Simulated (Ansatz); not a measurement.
Input:

Be2B:
```xyz
3
Lattice="0.0000 2.2531 2.2531 2.2531 0.0000 2.2531 2.2531 2.2531 0.0000" Properties=species:S:1:pos:R:3 pbc="T T T"
Be     1.1265     1.1265     1.1265
Be     3.3796     3.3796     3.3796
B      0.0000     0.0000     0.0000
```

This is the LDA-relaxed structure.

Problem. All from LDA (plane waves, PAW; program Ansatz), unless another level is named. Predict the vibrational entropy at 300 K.

Solution. 8.6 J/(K·mol of atoms).

Problem. Give the Young's modulus.

Solution. 288 GPa.

Problem. Give the elastic constants (relaxed ions, GPa).

Solution. C11 = 280, C12 = 93.5, C44 = 144.

Space group Fm-3m (fluorite or antifluorite type). The workflow started from an entry of the Crystallography Open Database (COD). Whether it is the stable phase at ambient conditions was not checked. Symmetry was held in the LDA relaxation; phonons on a q-mesh show no instability. As this level gives no gap, shear constants depend on the k-mesh and smearing (Fermi–Dirac, 0.1 eV here).

Potentials: the later of the program's two PAW sets.
